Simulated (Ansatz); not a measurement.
Task: Name crystals whose computed values (DFT-PBE in the program Ansatz with PAW potentials) fall in these windows: HSE06 gap (eV) 0.45 to 0.57; B₀ by P(V) fit (GPa) 41 to 54.

Result: 

```csv
crystal,HSE06 gap (eV),B₀ by P(V) fit (GPa)
"Mg2Ge, anti-fluorite",0.53,49.7
```
Others may fit too.

The cell was relaxed under the symmetry of its start. Spin–orbit coupling is left out wherever it is not named.

Potentials: the later of the program's two PAW sets.
